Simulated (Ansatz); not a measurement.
Relaxed SiO2 (rutile):

```xyz
6
Lattice="4.1852 0.0000 0.0000 0.0000 4.1852 0.0000 0.0000 0.0000 2.6688" Properties=species:S:1:pos:R:3 pbc="T T T"
Si     2.0926     2.0926     1.3344
Si     0.0000     0.0000     0.0000
O      3.3737     3.3737     1.3344
O      1.2811     2.9041     0.0000
O      2.9041     1.2811     0.0000
O      0.8115     0.8115     1.3344
```

The atoms are displaced by Q × the pattern below (from a DFPT mode at Γ, largest move 1; Q in Å), at fixed cell.

```tsv
atom	x	y	z
Si1	0.000	0.000	-0.486
Si2	0.000	0.000	0.486
O3	0.000	0.000	-1.000
O4	0.000	0.000	1.000
O5	0.000	0.000	1.000
O6	0.000	0.000	-1.000
```

Computed with r2SCAN (plane waves to 500 eV, PAW, scalar-relativistic; Ansatz, a program for electronic structure). k mesh 8×8×12 (Γ-centred), Fermi-Dirac smearing 0.05 eV. Energies are smeared free energies. SiO2 was relaxed with its symmetry unable to fall. The zero of ΔE is the undisplaced structure.

```
Q (Å)   ΔE (meV/cell)
------  -------------
-0.180           2666
-0.150           1845
-0.120       withheld
-0.090            661
-0.060            293
-0.030             73
0.000               0
0.030              73
0.060             293
0.090             661
0.120        withheld
0.150            1845
0.180            2666
```

Question: Fit an even polynomial form (powers 2, 4) to the given rows and predict ΔE at Q = 0.120.

Answer: Least squares on the 11 given rows: ΔE = (81350)·Q² + (28740)·Q⁴, in meV/cell with Q in Å; root-mean-square residual 0.2 meV/cell. At 0.120 the fit gives 1177 meV/cell; the calculation gives 1178 meV/cell, so the interpolation is off by -1 (-0.1 %). The quadratic term alone would give 1171 meV/cell.

(For displaced atoms, the force is minus the slope of the energy, and its curvature is a force constant, which sets phonon frequencies.)
